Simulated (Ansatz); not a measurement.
Two-dimensional strain map in NbRu

All numbers below come from DFT PBEsol, scalar-relativistic, plane waves, PAW in Ansatz. Settings: plane waves to 420 eV, k-mesh 16×16×16 (Γ-centred), Gaussian smearing 0.15 eV. No spin polarisation. Energies are free energies at this smearing, counted from the undisturbed cell; pressure is positive in compression.

The starting cell (as given, not relaxed at this level; it stands at -9.7 GPa, and it needn't be the usual structure):

```
CELL_PARAMETERS angstrom
3.18400 0.00000 0.00000
0.00000 3.18400 0.00000
0.00000 0.00000 3.18400
ATOMIC_POSITIONS crystal
Nb 0.00000 0.00000 0.00000
Ru 0.50000 0.50000 0.50000
```

The cell is strained by p along both x and y and by q along z, fractional coordinates fixed. Points are written (p, q). At -10 GPa the given cell is far from its own equilibrium, so these figures belong to a strongly strained crystal.

Energy above the undisturbed cell in meV/atom (a dash: not computed):

```
 p \ q  -0.050  -0.025  0.000  0.025  0.050
-0.050       ?    71.2   13.8      ?  -43.3
-0.025    22.1    -6.6  -23.7  -29.5      ?
 0.000   -26.3   -20.2    0.0   27.6   62.5
 0.025    -8.4    23.6   71.9  129.8      ?
 0.050    66.5   118.4  187.1  267.5  354.0
```

Question: Fill in the withheld energies.

Answer: (-0.050, -0.050): 145.1; (-0.050, 0.025): -24.8; (-0.025, 0.050): -21.1; (0.025, 0.050): 192.0.